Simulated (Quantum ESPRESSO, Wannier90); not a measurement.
# Wannier functions of Ge2Pt (Pnnm)

```
begin unit_cell_cart
ang
    5.7411200000    0.0000000000    0.0000000000
    0.0000000000    6.2216300000    0.0000000000
    0.0000000000    0.0000000000    2.9887600000
end unit_cell_cart
begin atoms_frac
Ge  -0.1696100000  0.3732000000  0.0000000000
Ge   0.1696100000 -0.3732000000  0.0000000000
Ge   0.3303900000  0.1268000000  0.5000000000
Ge  -0.3303900000 -0.1268000000  0.5000000000
Pt   0.0000000000  0.0000000000  0.0000000000
Pt   0.5000000000  0.5000000000  0.5000000000
end atoms_frac
```

Structure: Materials Project mp-1543, symmetrised, not relaxed again. COD (Crystallography Open Database) has an entry of this formula and space group (matched by these alone). Method: PBEsol plane waves in Quantum ESPRESSO 7.5 (PseudoDojo norm-conserving files, 68 Ry, no spin polarisation, no spin-orbit coupling), Bloch states on a 4×4×8 mesh through Γ, Wannier90 4.0.1. Density: 6×6×10 mesh, cold smearing 0.01 Ry. Spin-orbit coupling is left out although heavy elements are present.

A tight-binding model is made by disentanglement and projection with no localisation steps (num_iter = 0), so the 34 orbitals stay atom-like: hydrogen-like Ge: s;p; Pt: s;p;d, axes along x, y, z; frozen window up to 1.50 eV relative to the Fermi level. It follows pw.x to 3.5 meV rms for states up to 1.0 eV relative to the Fermi level. Matrix elements depend on this choice of orbitals and windows.

The 45 largest hoppings ⟨m,0|H|n,R⟩ between different sites (one of each Hermitian pair; signs follow the real orbitals' lobes; the list may end inside a set of equal values):

```json
[
 {"m": "Pt5 py", "n": "Ge1 s", "R": "0 0 0", "distance of the centres (Å)": "2.53", "t (eV)": "-2.462"},
 {"m": "Pt5 py", "n": "Ge2 s", "R": "0 0 0", "distance of the centres (Å)": "2.53", "t (eV)": "2.462"},
 {"m": "Pt6 py", "n": "Ge3 s", "R": "0 0 0", "distance of the centres (Å)": "2.53", "t (eV)": "2.462"},
 {"m": "Pt6 py", "n": "Ge4 s", "R": "1 1 0", "distance of the centres (Å)": "2.53", "t (eV)": "-2.462"},
 {"m": "Pt5 py", "n": "Ge1 py", "R": "0 0 0", "distance of the centres (Å)": "2.75", "t (eV)": "2.388"},
 {"m": "Pt5 py", "n": "Ge2 py", "R": "0 0 0", "distance of the centres (Å)": "2.75", "t (eV)": "2.388"},
 {"m": "Pt6 py", "n": "Ge3 py", "R": "0 0 0", "distance of the centres (Å)": "2.75", "t (eV)": "2.388"},
 {"m": "Pt6 py", "n": "Ge4 py", "R": "1 1 0", "distance of the centres (Å)": "2.75", "t (eV)": "2.388"},
 {"m": "Ge1 px", "n": "Ge2 py", "R": "0 1 0", "distance of the centres (Å)": "2.46", "t (eV)": "2.260"},
 {"m": "Ge1 py", "n": "Ge2 px", "R": "0 1 0", "distance of the centres (Å)": "2.46", "t (eV)": "2.260"},
 {"m": "Ge3 px", "n": "Ge4 py", "R": "1 0 0", "distance of the centres (Å)": "2.46", "t (eV)": "-2.260"},
 {"m": "Ge3 py", "n": "Ge4 px", "R": "1 0 0", "distance of the centres (Å)": "2.46", "t (eV)": "-2.260"},
 {"m": "Pt5 pz", "n": "Pt5 pz", "R": "0 0 1", "distance of the centres (Å)": "2.99", "t (eV)": "2.255"},
 {"m": "Pt6 pz", "n": "Pt6 pz", "R": "0 0 1", "distance of the centres (Å)": "2.99", "t (eV)": "2.255"},
 {"m": "Pt5 s", "n": "Ge1 py", "R": "0 0 0", "distance of the centres (Å)": "2.75", "t (eV)": "2.179"},
 {"m": "Pt5 s", "n": "Ge2 py", "R": "0 0 0", "distance of the centres (Å)": "2.75", "t (eV)": "-2.179"},
 {"m": "Pt6 s", "n": "Ge3 py", "R": "0 0 0", "distance of the centres (Å)": "2.75", "t (eV)": "-2.179"},
 {"m": "Pt6 s", "n": "Ge4 py", "R": "1 1 0", "distance of the centres (Å)": "2.75", "t (eV)": "2.179"},
 {"m": "Ge1 pz", "n": "Ge1 pz", "R": "0 0 1", "distance of the centres (Å)": "2.99", "t (eV)": "2.028"},
 {"m": "Ge2 pz", "n": "Ge2 pz", "R": "0 0 1", "distance of the centres (Å)": "2.99", "t (eV)": "2.028"},
 {"m": "Ge3 pz", "n": "Ge3 pz", "R": "0 0 1", "distance of the centres (Å)": "2.99", "t (eV)": "2.028"},
 {"m": "Ge4 pz", "n": "Ge4 pz", "R": "0 0 1", "distance of the centres (Å)": "2.99", "t (eV)": "2.028"},
 {"m": "Pt5 px", "n": "Ge3 s", "R": "0 0 0", "distance of the centres (Å)": "2.53", "t (eV)": "-1.975"},
 {"m": "Pt5 px", "n": "Ge4 s", "R": "0 0 0", "distance of the centres (Å)": "2.53", "t (eV)": "1.975"},
 {"m": "Ge3 s", "n": "Pt5 px", "R": "0 0 1", "distance of the centres (Å)": "2.53", "t (eV)": "-1.975"},
 {"m": "Ge4 s", "n": "Pt5 px", "R": "0 0 1", "distance of the centres (Å)": "2.53", "t (eV)": "1.975"},
 {"m": "Pt6 px", "n": "Ge2 s", "R": "0 1 0", "distance of the centres (Å)": "2.53", "t (eV)": "1.975"},
 {"m": "Pt6 px", "n": "Ge2 s", "R": "0 1 1", "distance of the centres (Å)": "2.53", "t (eV)": "1.975"},
 {"m": "Pt6 px", "n": "Ge1 s", "R": "1 0 0", "distance of the centres (Å)": "2.53", "t (eV)": "-1.975"},
 {"m": "Pt6 px", "n": "Ge1 s", "R": "1 0 1", "distance of the centres (Å)": "2.53", "t (eV)": "-1.975"},
 {"m": "Ge1 s", "n": "Ge2 px", "R": "0 1 0", "distance of the centres (Å)": "2.52", "t (eV)": "1.880"},
 {"m": "Ge1 px", "n": "Ge2 s", "R": "0 1 0", "distance of the centres (Å)": "2.52", "t (eV)": "-1.880"},
 {"m": "Ge3 s", "n": "Ge4 px", "R": "1 0 0", "distance of the centres (Å)": "2.52", "t (eV)": "1.880"},
 {"m": "Ge3 px", "n": "Ge4 s", "R": "1 0 0", "distance of the centres (Å)": "2.52", "t (eV)": "-1.880"},
 {"m": "Pt5 s", "n": "Ge3 px", "R": "0 0 0", "distance of the centres (Å)": "2.59", "t (eV)": "1.718"},
 {"m": "Pt5 s", "n": "Ge4 px", "R": "0 0 0", "distance of the centres (Å)": "2.59", "t (eV)": "-1.718"},
 {"m": "Ge3 px", "n": "Pt5 s", "R": "0 0 1", "distance of the centres (Å)": "2.59", "t (eV)": "1.718"},
 {"m": "Ge4 px", "n": "Pt5 s", "R": "0 0 1", "distance of the centres (Å)": "2.59", "t (eV)": "-1.718"},
 {"m": "Pt6 s", "n": "Ge2 px", "R": "0 1 0", "distance of the centres (Å)": "2.59", "t (eV)": "-1.718"},
 {"m": "Pt6 s", "n": "Ge2 px", "R": "0 1 1", "distance of the centres (Å)": "2.59", "t (eV)": "-1.718"},
 {"m": "Pt6 s", "n": "Ge1 px", "R": "1 0 0", "distance of the centres (Å)": "2.59", "t (eV)": "1.718"},
 {"m": "Pt6 s", "n": "Ge1 px", "R": "1 0 1", "distance of the centres (Å)": "2.59", "t (eV)": "1.718"},
 {"m": "Pt5 s", "n": "Ge1 s", "R": "0 0 0", "distance of the centres (Å)": "2.53", "t (eV)": "-1.673"},
 {"m": "Pt5 s", "n": "Ge2 s", "R": "0 0 0", "distance of the centres (Å)": "2.53", "t (eV)": "-1.673"},
 {"m": "Pt6 s", "n": "Ge3 s", "R": "0 0 0", "distance of the centres (Å)": "2.53", "t (eV)": "-1.673"}
]
```
